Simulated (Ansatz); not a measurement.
A plane-wave DFT run in Ansatz 0.2.0 (scalar-relativistic PAW potentials unless the input names others): input and command.

```yaml
crystal:
  lattice:
    - [3.5488934283, 0.0, 0.0]
    - [0.0, 3.5488934283, 0.0]
    - [0.0, 0.0, 3.5488934283]
  atoms:
    - { symbol: Ni, position: [0.5, 0.0, 0.5], spin: 1.0 }
    - { symbol: Ni, position: [0.0, 0.5, 0.5], spin: 1.0 }
    - { symbol: Ni, position: [0.5, 0.5, 0.0], spin: 1.0 }
    - { symbol: Pt, position: [0.0, 0.0, 0.0], spin: 0.4 }
basis:
  ecutwfc: "400 K"
kpoints:
  mp_grid: { grid: [12, 12, 12] }
hamiltonian:
  xc: r2scan
scf:
  occupations: { method: gaussian, width: 0.1 }
  max_iter: 60
output:
  forces: true
  eigenvalues: true
  stress: true
magnetization:
  spin_polarized: true
```

```bash
ansatz run input.yaml --threads 1 --pin off --max-ram 2560MiB --backend cpu --events-out ev --progress --plain --runs-dir out
```

Task: What will the program do with this input?

Result: The program refuses it, because of a cutoff in the wrong unit (basis.ecutwfc: 500 → "400 K"). With the sound run's settings it is accepted.

Abridged log:
```
Error: inconsistent input (basis.ecutwfc, kpoints): the smallest per-k basis holds n_pw = 0 plane waves (k-point 1, counted from 0 among those solved) but the deck needs at least 38 band(s) per channel, and no run solves more bands than the smallest per-k basis has plane waves; raise basis.ecutwfc until the smallest per-k basis, which caps the automatic band count, holds at least 38 plane waves
```

Cost: 1 run of about 0.005 core-minutes, on Arm Neoverse N1 (shared hosts).